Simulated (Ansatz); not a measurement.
Fields on a plane of AlNi3 (Cu3Au type)

```xyz
4
Lattice="3.5261 0.0000 0.0000 0.0000 3.5261 0.0000 0.0000 0.0000 3.5261" Properties=species:S:1:pos:R:3 pbc="T T T"
Al     0.0000     0.0000     0.0000
Ni     0.0000     1.7631     1.7631
Ni     1.7631     0.0000     1.7631
Ni     1.7631     1.7631     0.0000
```

The slice is a {100} plane (indices of the conventional cell) through the point (0.500, 0.000, 0.500) (fractional), spanned by u = [100] and v = [010] in vectors of this cell: u (3.53 Å) and v (3.53 Å, at 90° to u). It covers one period; positions are fractions (u, v).

Atoms on it: Ni at (0.50, 0.50); Ni at (0.00, 0.00).

Method: r2SCAN (plane waves to 500 eV, PAW, scalar-relativistic; Ansatz, a first-principles code). k mesh 13×13×13. Inside the PAW spheres the values are not all-electron values, and peaks at nuclei hang on which shells count as valence. AlNi3 was relaxed with its symmetry unable to fall. Relaxed AlNi3 ends ferromagnetic. The magnetic order is the one the run started from; other orders were not tried.

```
|xxxxx@*-. .=*#%@@@%#*=. .-*@xxxx|
|xxxxx%+:..:=*#%%%%%#*=:..:+%xxxx|
|xxxx@*=:..-+#########+-..:=*@xxx|
|xxx@#=:..:=*##*****##*=:..:=#@xx|
|@@%*=-...-+**+==-==+**+-...-=*%@|
|**+=:...:=++=-:...:-=++=:...:=+*|
|--:.. .:=+=-:..   ..:-=+=:. ..:-|
|..   .:===:...........:===:.   .|
|    .:===:...::---::...:===:.   |
|  .:-=+=:...:=+***+=:...:=+=-:. |
|::-=++=:. .-=*%@@@%*=-. .:=++=-:|
|==++*+-. .:=#@xxxxx@#=:. .-+*++=|
|****+=:  .=*@xxxxxxx@*=.  :=+***|
|###*+-.  :+%xxxxxxxxx%+:  .-+*##|
|###*=:  .-*@xxxxxxxxx@*-.  :=*##|
|###*=:  .-*@xxxxxxxxx@*-.  :=*##|
|###*=:  .-*@xxxxxxxxx@*-.  :=*##|
|###*+-.  :+%xxxxxxxxx%+:  .-+*##|
|****+=:  .=*@xxxxxxx@*=.  :=+***|
|==++*+-. .:=#@xxxxx@#=:. .-+*++=|
|::-=++=:. .-=*%@@@%*=-. .:=++=-:|
|  .:-=+=:...:=+***+=:...:=+=-:. |
|    .:===:...::---::...:===:.   |
|..   .:===:...........:===:.   .|
|--:.. .:=+=-:..   ..:-=+=:. ..:-|
|**+=:...:=++=-:...:-=++=:...:=+*|
|@@%*=-...-+**+==-==+**+-...-=*%@|
|xxx@#=:..:=*##*****##*=:..:=#@xx|
|xxxx@*=:..-+#########+-..:=*@xxx|
|xxxxx%+:..:=*#%%%%%#*=:..:+%xxxx|
|xxxxx@*-. .=*#%@@@%#*=. .-*@xxxx|
|xxxxx@*-. .-*#%@@@%#*-. .-*@xxxx|
```
Scale: ten equal steps from 0.16 (start of ' ') to 0.34 (end of '@'), in the order ' .:-=+*#%@'. Values: ELF of the up spins. The map has 32 points along u (one character each, u = 0 at the left) and 32 along v (v = 0 in the bottom row). Points within 0.5 Å of a nucleus are blanked (x), as the pseudised field means little there.

```
|@%+-.                       .-+%|
|**=-.                       .-=*|
|---:.                       .:--|
|....                         ...|
|                                |
|                                |
|                                |
|                                |
|                                |
|                                |
|                                |
|             .......            |
|            .:--:--:.           |
|            .-=+++=-.           |
|            .-*%%%*-.           |
|            .-*@@@*-.           |
|            .-*%%%*-.           |
|            .-=+++=-.           |
|            .:--:--:.           |
|             .......            |
|                                |
|                                |
|                                |
|                                |
|                                |
|                                |
|                                |
|....                         ...|
|---:.                       .:--|
|**=-.                       .-=*|
|@%+-.                       .-+%|
|@%+:.                       .:+%|
```
Scale: ten equal steps from -0.02 (start of ' ') to 1.61 (end of '@'), in the order ' .:-=+*#%@'. Values: spin density, up minus down in e/Å³. The map has 32 points along u (one character each, u = 0 at the left) and 32 along v (v = 0 in the bottom row). 

- Density on the Ni–Ni line (2.49 Å) at its midpoint: 0.33 e/Å³
- ELF at that point: 0.28
